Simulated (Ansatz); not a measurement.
## CeC: levels along high-symmetry lines

```
Ce C
1.0
     0.00000    2.59607    2.59607
     2.59607    0.00000    2.59607
     2.59607    2.59607    0.00000
Ce C
1 1
Direct
  0.00000 0.00000 0.00000
  0.50000 0.50000 0.50000
```

Atoms are numbered in the order listed.

The cell is the one relaxed in the Materials Project (mp-22672), not relaxed further here; entries there can be hypothetical.

Semilocal functionals without a Hubbard term describe localised f shells poorly; where the shell is localised, the real material differs.

Spin–orbit coupling is left out, though it moves levels of the heavy atoms by tenths of an eV or more.

Level of theory: DFT, PBEsol, all-electron LAPW, scalar-relativistic in Ansatz 0.2.0.

Sampling and basis: a Γ-centred 12×12×12 k mesh, Fermi–Dirac smearing of 0.03 eV, basis error target 0.25 meV/atom, no spin polarisation.

Points in fractions of the reciprocal vectors of this cell: Γ (0, 0, 0), X (0.5, 0, 0.5), U (0.625, 0.25, 0.625), K (0.375, 0.375, 0.75), L (0.5, 0.5, 0.5), W (0.5, 0.25, 0.75). The path joins them by straight lines in the order Γ–X–U–K–Γ–L–W–X; legs that retrace an earlier one aren't tabulated. Energies are in eV from the Fermi level.

(1) Is there a gap?

(2) List the levels between -5 and 2.5 eV at the symmetry points.

Answers

(1) none: bands cross the Fermi level, a metal.

(2) 
Γ: -0.61 (×3), 0.29, 0.96 (×3), 2.23 (×3)
X: -0.64, -0.25 (×2), 0.59, 0.62, 0.74, 0.78 (×2), 0.82, 2.49 (×2)
U: -1.37, -0.79, 0.10, 0.28, 0.61, 0.68, 0.80, 0.81, 0.85, 1.35
K: -1.37, -0.79, 0.10, 0.28, 0.61, 0.68, 0.80, 0.81, 0.85, 1.35
L: -3.29, -1.85 (×2), 0.53, 0.57 (×2), 0.88 (×2), 0.96, 0.97
W: -1.72, -0.22 (×2), 0.48 (×2), 0.74 (×2), 0.82, 0.89, 1.16
